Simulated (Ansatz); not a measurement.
ZnSnN$_{2}$:
```xyz
4
Lattice="1.5790 0.9116 5.1309 -1.5790 0.9116 5.1309 0.0000 -1.8233 5.1309" Properties=species:S:1:pos:R:3 pbc="T T T"
Sn     0.0000     0.0000     0.0000
Zn     0.0000     0.0000     7.6964
N      0.0000     0.0000     3.8999
N      0.0000     0.0000    11.4929
```

Relaxed with r²SCAN+D4. Special points in fractions of this cell's reciprocal vectors: Γ (0.000, 0.000, 0.000); T (0.500, 0.500, 0.500); H2 (0.812, 0.188, 0.500); H0 (0.500, -0.188, 0.188); L (0.500, 0.000, 0.000); S0 (0.344, -0.344, 0.000); S2 (0.656, 0.000, 0.344); F (0.500, 0.000, 0.500).

Question: List the band energies nearest the valence-band maximum at these points for plane-wave PAW r²SCAN+D4 (Ansatz code).

Answer: In eV from the valence-band maximum; about four levels below and three above (degenerate sets whole), none deeper than 8.9 eV; points with the same levels are listed once.

| k | below | above |
|---|---|---|
| Γ | -1.05 -1.05 -0.85 -0.19 -0.19 | 1.27 4.06 9.06 9.06 |
| T | -0.66 -0.66 -0.62 -0.62 | 3.73 4.41 8.56 |
| H2 | -4.20 -3.58 -1.54 -1.50 | 4.58 5.19 7.94 |
| L | -2.72 -2.67 -2.19 -1.39 | 3.69 4.88 7.71 |
| S0 | -4.78 -3.42 -1.77 -1.38 | 4.42 5.86 7.53 |
| F | -3.27 -2.95 -0.12 -0.04 | 1.32 4.28 8.26 |

Space group R-3m. A made-up cell: these elements were put on the sites of a structure type; neither database checked (COD, Materials Project) lists it. Whether it is the stable phase at ambient conditions was not checked. The r²SCAN+D4 relaxation kept the symmetry of its start; whether a distortion lowers the energy is not shown. Scalar-relativistic: spin–orbit coupling is off unless named, which matters more the heavier the elements.

Potentials: the later of the program's two PAW sets.
